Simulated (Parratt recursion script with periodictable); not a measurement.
**How fast does roughness lower the EUV peak of a Si/Mo multilayer on Si?**

| layer, from the top | thickness (Å) | density (g/cm³) | rms roughness of its top face (Å) | δ at 13.5 nm | β at 13.5 nm |
|---|---|---|---|---|---|
| Si (in each period) | 37.6 | 2.313 | varied | 9.927 × 10⁻⁴ | 0.001813 |
| Mo (in each period) | 30.8 | 10.026 | varied | 0.07476 | 0.006314 |
| Si (substrate) | – | 2.313 | 3 | 9.927 × 10⁻⁴ | 0.001813 |

The refractive index is n = 1 − δ + iβ; the runs take δ and β at each wavelength of the scan. Vacuum lies above.

Densities are inputs, not measurements. They were set from computed cells of the Materials Project: Si from entry mp-149 (Fd-3m, 2.313 g/cm³); Mo from entry mp-129 (Im-3m, 10.026 g/cm³). A layer's crystal structure does not enter its constants, only its composition and density.

Calculation: EUV and soft X-ray reflectivity, Parratt recursion, Névot-Croce roughness, Henke tables; Parratt recursion script with periodictable 1.7.1.

Light falls at α = 5° from the surface normal. It is s-polarised. The wavelength is scanned from 12.42 to 14.58 nm in 161 evenly spaced points, without smoothing. The peak is the highest scan point; its wavelength and height come from a parabola through R at that point and its two neighbours.

The pair is repeated 30 times. The runs differ only in σ, the roughness on top of both layers of each period; the substrate's stays as listed.

| σ (Å) | peak λ (nm) | peak R (%) |
|---|---|---|
| 0 | 13.278 | 70.4 |
| 3 | 13.272 | 69.0 |
| 6 | 13.258 | 64.6 |
| 9 | 13.242 | ? |

Task: Estimate the peak reflectivity at σ = 9 Å from a line of ln R against σ², and compare with the factor exp[−(2πσ/D)²] for one weak reflection.

Result: With R₀ = 70.4 % of the first row, ln(R/R₀) is 0.0000 at σ² = 0, −0.0201 at σ² = 9, −0.0860 at σ² = 36 Å². A least-squares line has slope −0.00240 Å⁻² and intercept 0.0006, which gives 58.0 % at σ² = 81 Å². For D = 68.4 Å, (2π/D)² = 0.00844 Å⁻², and that slope from the first row gives 35.5 %.

The run gave 56.2 %, so the line misses by 1.8 points. The fitted slope is 0.28 of (2π/D)² in size.
